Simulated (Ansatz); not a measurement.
Space group I4/mmm (No. 139). a = 3.882 Å, b = 3.882 Å, c = 11.793 Å, α = 90.00°, β = 90.00°, γ = 90.00°
```
atom site symmetry x y z
  Ca    2b     4/mmm  0.5000  0.5000  0.0000
  Fe    4d      -4m2  0.5000  0.0000  0.2500
  As    4e       4mm  0.5000  0.5000  0.3762
```

Equation of state of this CaFe2As2 structure (not necessarily the ground state), with shape and atoms relaxed at each volume where symmetry leaves them free. It has no gap at any of these volumes. Method: Ansatz, DFT r2SCAN, scalar-relativistic, plane waves, PAW.

Plane waves to 500 eV, a k mesh through Γ of 10×10×10 on the computed 5-atom cell and Gaussian smearing (0.10 eV); collinear spin.

| V (Å³/atom) | E − E(largest V) (meV/atom) | P (GPa) |
| --- | --- | --- |
| 15.640 | 43.75 | 11.69 |
| 16.173 | 11.54 | 7.85 |
| 16.706 | -9.07 | 4.68 |
| 17.239 | -20.60 | 2.17 |
| 17.773 | -23.89 | 0.00 |
| 18.306 | -21.48 | -0.99 |
| 18.839 | -15.85 | -2.59 |
| 19.550 | 0.00 | -4.52 |

Task: Fit a third-order Birch–Murnaghan equation to E(V).

Result: V0 = 17.83 Å³/atom, B0 = 58 GPa, B0' = 6.6.

The state reached may not be the lowest one. Only parallel moments were tried here.